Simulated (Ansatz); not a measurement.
Ansatz (a quantum-chemistry and plane-wave program) input:

Ansatz 0.2 input:
```yaml
crystal:
  lattice:
    - [3.131692221, 0.0, 0.0]
    - [-1.5658461105, 2.7121250202, 0.0]
    - [0.0, 0.0, 14.134900047]
  atoms:
    - { symbol: Ti, position: [0.6666666667, 0.3333333333, 0.5785752807] }
    - { symbol: Ti, position: [0.3333333333, 0.6666666667, 0.4214247193] }
    - { symbol: Ti, position: [0.3333333333, 0.6666666667, 0.0785752807] }
    - { symbol: Ti, position: [0.6666666667, 0.3333333333, 0.9214247193] }
    - { symbol: In, position: [0.6666666667, 0.3333333333, 0.25] }
    - { symbol: In, position: [0.3333333333, 0.6666666667, 0.75] }
    - { symbol: C, position: [0.0, 0.0, 0.5] }
    - { symbol: C, position: [0.0, 0.0, 0.0] }
kpoints:
  mp_grid: { grid: [15, 15, 3] }
hamiltonian:
  xc: r2scan
  pseudopotentials: { kind: paw }
scf:
  occupations: { method: gaussian, width: 0.05 }
checkpoint: { read: metal.run }
output: { write_density: true, elf: true, volumetric_format: npy }
basis: { fft_grid_basis: typed }
```

Output (shortened):

```
Pseudopotential: Ti, paw, valence charge 12
Pseudopotential: In, paw, valence charge 13
Pseudopotential: C, paw, valence charge 4
Functional definition: r2SCAN
Crystal: 8 atoms, lattice volume = 120.055 Å³
Basis set: ecut = 500 eV, 3051 PW (Γ), exchange–correlation on 96×96×432 points (64 copies of the dense FFT grid, shifted against one another)
Bands: 50, of which v1, the nominal top of the filled ones, is band 41 counted from 1 (40 counted from 0)
Symmetry: 24 space group operations
Space group: P63/mmc (ITA 194), of the structure as read, at distance tolerance 4.9e-5 Å
k-points: 54 of 675
Stability of the state it starts from, as read at its close in the unpolarized treatment …
iter 1 solved again at ethr=1.39e-8 eV; its pass at ethr=3.10e-3 eV (dr2=1.14e-5 eV) is discarded
SCF iter   1: F=—  HF=-21750.875585 eV  |F-HF|=—  |Δ(HF+E_count)|=         —  Δρ=3.48e-7  dr2=1.28e-10  dr2_τ=4.17e-12  ethr=1.39e-8  ⟨swp⟩=3.9  Hψ=17491  notcnv=0
preconditioner: auto → Kerker (q_TF=auto, 2.560 Å⁻¹)
SCF iter   2: F=-21750.875585 eV  HF=-21750.875585 eV  |F-HF|=5.09e-11  |Δ(HF+E_count)|=   1.28e-7  Δρ=2.08e-7  dr2=5.44e-11  dr2_τ=3.51e-12  ethr=1.00e-12  ⟨swp⟩=7.6  Hψ=9499  notcnv=0
SCF 1 converged in 2 iterations: F = -21750.875585 eV  dr2 = 5.44e-11
SCF converged after 2 iterations
Free energy (F): -21750.875585 eV
Harris-Foulkes:  -21750.875585 eV  (|F-HF|=5.09e-11)
Internal energy: -21750.871724 eV  (E = F + TS)
E sigma→0 (E₀):  -21750.873655 eV
Entropy (-TS):   -0.003861 eV (-0.483 meV/atom)
Fermi energy:    13.426351 eV
--- Per-component energies (eV) ---
  E_band       = -617.452352
  E_kinetic    = 1759.163816
  E_local      = -5438.489749  (includes V_loc(G=0)·N_el)
  E_nonlocal   = 809.791275
  E_hartree    = 2214.997692
  E_xc         = -875.282473
  E_vxc        = -885.506116  (∫ρ·V_xc dr)
  E_paw        = -12792.007829  (= ΣΔE_a)
  E_vpaw       = -1351.196794  (= ΣTr[D̂ρ^β])
  E_aug_tail   = 0.000404  (compensation charges beyond the density's cutoff)
  E_vtau       = 58.789237  (kinetic-family band-sum trace: ∫τ·v_τ [+ j·A + Jᵃ·Aᵃ] dr)
  E_ewald      = -7429.912575
  E_core_change = 0.867716  (= ΣΔE_core)
  E_smearing   = -0.003861  (= −TS)
  E_closure    =  0.000000  (closes the sum)
  Σ components = -21750.875585   (vs F -21750.875585, Δ=0.00e0)
  [band-id]    e_kinetic+e_local+e_nonlocal+2·e_hartree+e_vxc+e_vpaw+e_augmentation_tail+e_vtau = -617.452544   (vs E_band -617.452352, Δ=-1.92e-4)
--- Band table (eV; the first three rows and the last of 54) ---
  k-point 0: bands = ["-45.8235", "-45.8234", "-45.7429", "-45.7429", "-21.2986", "-21.2969", "-20.8987", "-20.8969", "-20.8411", "-20.8411", "-20.8411", "-20.8411", "-20.7801", "-20.7801", "-20.7800", "-20.7800", "-1.5123", "-1.5093", "-1.4958", "-1.4958", …
  k-point 1: bands = ["-45.8234", "-45.8234", "-45.7429", "-45.7429", "-21.2982", "-21.2973", "-20.8983", "-20.8973", "-20.8411", "-20.8411", "-20.8411", "-20.8411", "-20.7801", "-20.7801", "-20.7800", "-20.7800", "-1.5115", "-1.5101", "-1.4958", "-1.4958", …
  k-point 2: bands = ["-45.8211", "-45.8210", "-45.7421", "-45.7421", "-21.2946", "-21.2930", "-20.9097", "-20.9081", "-20.8466", "-20.8466", "-20.8457", "-20.8455", "-20.7906", "-20.7905", "-20.7805", "-20.7805", "-1.5105", "-1.5096", "-1.4883", "-1.4862", …
  k-point 53: bands = ["-45.7413", "-45.7413", "-45.7413", "-45.7413", "-21.1572", "-21.1572", "-21.1571", "-21.1571", "-21.1270", "-21.1269", "-20.9402", "-20.9401", "-20.8879", "-20.8879", "-20.8877", "-20.8877", "-1.3624", "-1.3622", "-1.3617", "-1.3617", …
```

Cost: around 27 core-seconds (rough) on shared cores.

Space group P6_3/mmc. The first step of the workflow began from a Materials Project structure, measured or hypothetical; the Crystallography Open Database copy checked does not list it. Its standing as an ambient phase is unchecked. The cell was relaxed with r²SCAN under the symmetry of its start; its stability against distortions is not shown here. The run is not spin-polarised. Spin–orbit coupling is left out wherever it is not named.

Potentials: the later of the program's two PAW sets.

Ansatz is a plane-wave DFT program.
